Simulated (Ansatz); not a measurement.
# A vibration from a frozen displacement in MgPd

All numbers below come from Ansatz, DFT r2SCAN, scalar-relativistic, plane waves, PAW. Cutoff 500 eV, Γ-centred 16×16×16 k-points, Gaussian smearing of 0.15 eV. No spin polarisation. Energies are free energies at this smearing, counted from the undisturbed cell; pressure is positive in compression.

Reference structure (as given, not relaxed at this level; it stands at -0.5 GPa, and it needn't be the usual structure):

```
Mg Pd
1.0
     3.16000    0.00000    0.00000
     0.00000    3.16000    0.00000
     0.00000    0.00000    3.16000
Mg Pd
1 1
Direct
  0.00000 0.00000 0.00000
  0.50000 0.50000 0.50000
```

Every Mg atom is moved by x along the Cartesian unit vector (1.000, 0.000, 0.000); the cell and all other atoms stay fixed. The cell's volume is 31.55 Å³; the moved atoms weigh 24.305 u together and the others 106.420 u. Some rows repeat others by symmetry and weren't run.

```
  x (Å)  ΔE (meV/cell) total force on the moved atoms along the move (eV/Å) pressure (GPa)
-0.5000         517.50                                                2.0089          7.4497
-0.4375         398.83                                                1.7862          5.6727
-0.3750         294.51                                                1.5498          4.0834
-0.3125         205.32                                                1.3031          2.7041
-0.2500         131.78                                                1.0492          1.5525
-0.1875          74.27                                                0.7903          0.6426
-0.1250          33.05                                                0.5283         -0.0151
-0.0625           8.27                                                0.2646         -0.4127
 0.0000           0.00                                                0.0000         -0.5457
 0.0625           8.27                                               -0.2646         -0.4127
 0.1250          33.05                                               -0.5283         -0.0151
 0.1875          74.27                                               -0.7903          0.6426
 0.2500         131.78                                               -1.0492          1.5525
 0.3125         205.32                                               -1.3031          2.7041
 0.3750         294.51                                               -1.5498          4.0834
 0.4375         398.83                                               -1.7862          5.6727
 0.5000         517.50                                               -2.0089          7.4497
```

Problem. What frequency belongs to this motion?

Solution. The force constant is k = −dF/dx = 4.234 eV/Å², from the parabola through x = -0.0625, 0 and 0.0625. In every cell the moved atoms swing against the rest, so the mass is μ = m₁m₂/(m₁ + m₂) = 19.786 u, and ν̃ = 521.5 cm⁻¹ × √(|k|/μ) = 241 cm⁻¹. To first order in x, and within 1 %, the force on every atom lies along the move and, within each of the two groups, in proportion to the atom's mass, so this is itself a mode at the zone centre of this cell.

Problem. How far does the harmonic law reach?

Solution. At x = -0.500 Å, kx²/2 = 529.20 meV against the computed 517.50 meV (-2.2 %): the well is still close to harmonic there.

Problem. The pressure changes with x². What does that say about the frequency under compression?

Solution. With E = k(V)x²/2, k ∝ V^(−2γ) and x scaling with the cell as V^(1/3), P − P0 = −∂E/∂V = (2γ − 2/3) ΔE/V. At x = 0.1250 Å, V(P − P0) = 31.55 × 0.53069 / 160.2 eV = 104.52 meV and ΔE = 33.05 meV, so γ = 1/3 + V(P − P0)/(2ΔE) = 1.91. This is the Grüneisen parameter of the motion under uniform scaling of the cell: shrinking the cell evenly by 1 % in volume raises the frequency by about 1.91 %.

In a metal these slopes depend on the k mesh and the smearing.